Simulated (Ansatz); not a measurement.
A 6-atom cell of CaCdF4 built on the fluorite structure (relaxed group P4/mmm): a band-structure calculation in Ansatz (PBE). The geometry is the r2SCAN minimum.

The input:
```yaml
crystal:
  lattice:
    - [3.8286744724, 0.0, 0.0]
    - [0.0, 3.8286744724, 0.0]
    - [0.0, 0.0, 5.4148610482]
  atoms:
    - { symbol: Cd, position: [0.0, 0.0, 0.0] }
    - { symbol: F, position: [0.0, 0.5, 0.750768484] }
    - { symbol: F, position: [0.0, 0.5, 0.249231516] }
    - { symbol: Ca, position: [0.5, 0.5, 0.5] }
    - { symbol: F, position: [0.5, 0.0, 0.249231516] }
    - { symbol: F, position: [0.5, 0.0, 0.750768484] }
kpoints:
  mp_grid: { grid: [6, 6, 6] }
  band_path:
    path:
      - [[0.0, 0.0, 0.0], [-1.315779866749e-51, 0.5, 0.0], [0.5, 0.5, 0.0], [0.0, 0.0, 0.0], [0.0, 0.0, 0.5], [-1.315779866749e-51, 0.5, 0.5], [0.5, 0.5, 0.5], [0.0, 0.0, 0.5]]
      - [[-1.315779866749e-51, 0.5, 0.0], [-1.315779866749e-51, 0.5, 0.5]]
      - [[0.5, 0.5, 0.0], [0.5, 0.5, 0.5]]
    npoints: 10
hamiltonian:
  xc: pbe
scf:
  occupations: { method: fermi_dirac, width: 0.02 }
  n_extra_bands: 5
output:
  forces: true
  stress: true
  eigenvalues: true
```

Run as `ansatz run input.yaml --threads 2 --pin off --max-ram 29491MiB --backend cpu --events-out ev --progress --plain --runs-dir out`. It took 3.6 s on 2 threads of AMD EPYC 7R13 Processor (Zen 3), on a shared host, load about 0.7 per core; peak host memory 0.42 GiB.

Abridged output:
```
scf.n_extra_bands = 5 over 29 filled bands (N_el = 58.0): the run solves 34 bands
Functional definition: PBE
Crystal: 6 atoms, lattice volume = 79.375 Å³
Basis set: ecut = 420 eV, 1523 PW (Γ)
Symmetry: 16 space group operations
Space group: P4/mmm (ITA 123)
k-points: 40 of 216
SCF iter   1: HF=-13311.920976 eV  Δρ=8.50e-4  dr2=4.53e-4
SCF iter   2: HF=-13311.921461 eV  Δρ=4.26e-4  dr2=1.21e-4
SCF iter   3: HF=-13311.921623 eV  Δρ=2.31e-4  dr2=3.20e-5
SCF iter   4: HF=-13311.921502 eV  Δρ=4.56e-5  dr2=2.67e-6
SCF iter   5: HF=-13311.921502 eV  Δρ=2.07e-5  dr2=2.25e-7
SCF iter   6: HF=-13311.921502 eV  Δρ=6.88e-6  dr2=3.05e-8
SCF 1 converged in 6 iterations: F = -13311.921503 eV  dr2 = 3.05e-8
SCF converged after 6 iterations
Free energy (F): -13311.921503 eV
Fermi energy:    7.279190 eV
--- Forces (eV/Å), atoms counted from 1 ---
  atom   1  Cd      0.00000      0.00000      0.00000
  atom   2  F       0.00000      0.00000    -0.08925
  atom   3  F       0.00000      0.00000      0.08925
  atom   4  Ca      0.00000      0.00000      0.00000
  atom   5  F       0.00000      0.00000      0.08925
  atom   6  F       0.00000      0.00000    -0.08925
--- Stress (GPa, compression-positive) ---
        4.411083       0.000000       0.000000
        0.000000       4.411083       0.000000
        0.000000       0.000000       4.383027
  P = ⅓ Tr σ = 4.4017 GPa (44.017 kbar)
```

Levels along the path, in eV from the valence top (v1 is the last filled band, c1 the first empty one):
```
point  distance (1/Å)     v2     v1    c1    c2
    Γ            0.00  -0.19  -0.19  4.29  8.24
    ·            0.41  -0.32  -0.29  5.36  8.42
    X            0.82  -0.40  -0.31  6.77  8.18
    ·            1.23  -0.34  -0.27  7.14  8.44
    M            1.64  -0.43  -0.09  7.25  8.63
    ·            2.22  -0.52  -0.14  6.11  8.59
    Γ            2.80  -0.19  -0.19  4.29  8.24
    ·            3.09  -0.24  -0.24  4.81  8.20
    Z            3.38  -0.30  -0.30  5.47  7.58
    ·            3.79  -0.58  -0.45  6.12  8.35
    R            4.20  -0.80  -0.62  7.01  9.11
    ·            4.61  -0.51  -0.39  7.38  8.47
    A            5.02  -0.52   0.00  7.97  8.11
    ·            5.60  -0.36  -0.34  6.60  8.57
    Z            6.18  -0.30  -0.30  5.47  7.58
    X            6.18  -0.40  -0.31  6.77  8.18
    ·            6.42  -0.58  -0.47  6.85  8.42
    ·            6.71  -0.80  -0.62  7.00  9.09
    R            6.76  -0.80  -0.62  7.01  9.11
    M            6.76  -0.43  -0.09  7.25  8.63
    ·            6.94  -0.44  -0.07  7.35  8.58
    ·            7.23  -0.51  -0.01  7.81  8.25
    A            7.34  -0.52   0.00  7.97  8.11
```

With PBE the valence top lies at A and the conduction bottom at Γ, 4.29 eV higher; the smallest vertical gap, at Γ, is 4.48 eV. Edges are sought over the mesh and the listed points. The mean pressure at these positions is +4.40 GPa, compression counted positive. The largest force is 0.09 eV/Å.

Note: simulated data, non-magnetic, for a generated structure that need not be the stable one.

Spin-orbit coupling is left out.
